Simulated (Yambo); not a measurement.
Cs2PtBr6 (space group Fm-3m, No. 225); a = 7.648 Å, b = 7.648 Å, c = 7.648 Å, α = 60.00°, β = 60.00°, γ = 60.00°. With the G0W0 scissor the direct gap on the mesh is 3.43 eV.

Problem. Does this run resolve the lowest exciton, and if so, what are its energy and binding? (Yambo, PBEsol bands; 4×4×4 mesh, 21 valence and 6 conduction bands, static screening with 155 bands and a 3 Ry block, scissor 2.12 eV, Tamm-Dancoff.)

Solution. The mesh holds a bound state, but the numbers are provisional. These are vertical excitations (zero momentum). The lowest state lies at 2.34 eV (dark for light along x, 3 states within 2 meV), the direct quasiparticle gap on this mesh at 3.43 eV. Its binding energy, counted from that gap, is 1.10 eV; it spreads over about 59 k points of the mesh. Convergence with the mesh was not shown. The first optically allowed state is at 3.26 eV. The scissor comes from a G0W0 run whose convergence isn't established. Spin-orbit coupling is left out, which matters for elements this heavy: edges can move by tenths of an eV.

Geometry of the Materials Project entry, not relaxed at this level.

The structure is a Materials Project entry; no match was found in the copy of COD used, and its stability was not checked.
